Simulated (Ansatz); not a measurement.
## Relaxing an invented AlCl structure

All numbers below come from Ansatz, DFT PBE, scalar-relativistic, plane waves, PAW. Cutoff 420 eV, Gaussian smearing, Γ-centred meshes. Cell and atoms relax first on a coarse mesh and then on a finer one. In between, the cell is made exact in the group found at 0.06 Å. In metals the finer mesh still leaves noise of several meV/atom or more. The steps can't lower the symmetry of their start. No spin polarisation.

The cell of AlCl is invented: random cell by space group and Wyckoff sites (Pmmn, No. 59). Its size is a rough estimate.

```cif
data_structure
_symmetry_space_group_name_H-M 'P 1'
_symmetry_Int_Tables_number 1
_cell_length_a 4.3827
_cell_length_b 4.5002
_cell_length_c 5.0107
_cell_angle_alpha 90.000
_cell_angle_beta 90.000
_cell_angle_gamma 90.000
_cell_volume 98.83
loop_
_atom_site_label
_atom_site_type_symbol
_atom_site_fract_x
_atom_site_fract_y
_atom_site_fract_z
_atom_site_occupancy
Al1 Al 0.00000 0.00000 0.31975 1
Al2 Al 0.50000 0.50000 0.68025 1
Cl1 Cl 0.00000 0.00000 0.99813 1
Cl2 Cl 0.50000 0.50000 0.00187 1
```

Formation energies are uncorrected and refer to the elements' standard structures at the same level (Cl₂ as a molecule).

Task: Describe the relaxed structure.

Result: The symmetry goes from Pmmn (No. 59) to P4/nmm (No. 129). The volume per atom grows by 14.1 %, from 24.7 to 28.2 Å³. The shortest distance goes from 1.61 Å (Al–Cl) to 2.09 Å (Al–Cl). The energy falls by about 2.7 eV/atom (the start's value is from the coarse mesh). The end is written in a standard setting, so origin, axes and order of atoms can differ from the start's. Conventional cell: a = 3.535 Å, c = 9.026 Å. Al is surrounded by 1 Cl at 2.09 Å; Cl is surrounded by 1 Al at 2.09 Å.

```cif
data_structure
_symmetry_space_group_name_H-M 'P4/nmm:1'
_symmetry_Int_Tables_number 129
_cell_length_a 3.5350
_cell_length_b 3.5350
_cell_length_c 9.0258
_cell_angle_alpha 90.000
_cell_angle_beta 90.000
_cell_angle_gamma 90.000
_cell_volume 112.79
loop_
_atom_site_label
_atom_site_type_symbol
_atom_site_symmetry_multiplicity
_atom_site_Wyckoff_symbol
_atom_site_fract_x
_atom_site_fract_y
_atom_site_fract_z
_atom_site_occupancy
Al1 Al 2 c 0.00000 0.50000 0.43034 1
Cl1 Cl 2 c 0.00000 0.50000 0.19838 1
```

Task: How does it come out in energy, and is it a metal?

Result: The energy over the elements is −0.72 eV/atom. The gap on the 14×12×6 mesh of the 4-atom cell is 0 eV (a metal).

Whether it is stable depends on the other phases of the system, which aren't compared here.

The last run used Gaussian smearing of 0.10 eV. The end has Pmmn (No. 59) at a tolerance of 0.01 Å; the cell shown is made exact in the group found at 0.05 Å. Weakly bound directions are ill-defined at this level, which has no dispersion term. Symmetry constrained the relaxation, so the result can be a saddle point.
